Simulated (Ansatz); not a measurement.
The computed numbers are results of PBEsol, scalar-relativistic (no spin polarisation) in the plane-wave PAW code Ansatz at 420 eV, Γ-centred 10×10×10 mesh, 0.05 eV Gaussian smearing. The datasets are Ansatz's generated set soft_2.

A compound XC has these computed properties.

```
Space group                                           : F-43m (No. 216)
Conventional cell                                     : a = 5.423 Å, b = 5.423 Å, c = 5.423 Å, α = 90.00°, β = 90.00°, γ = 90.00°
Volume                                                : 19.93 Å³/atom
Band gap                                              : 0.08 eV (close to the smearing width)
Smallest direct gap                                   : 0.78 eV
f electrons (orthogonalised atomic orbitals)          : X 0.99
Formation energy from the elements (0 K, uncorrected) : 0.20 eV/atom (unstable against the elements)
Bulk modulus (Birch–Murnaghan)                        : 94 GPa
Pressure derivative B0′                               : 3.6
```

Sites: X on 4a, C on 4d.

Question: Which element is X?
A. La
B. Nd
C. Pr
D. Ce

Answer: D. X is Ce, so the compound is CeC.

The structure was built from a prototype; whether the compound forms in it isn't claimed.

These numbers lack spin–orbit coupling.
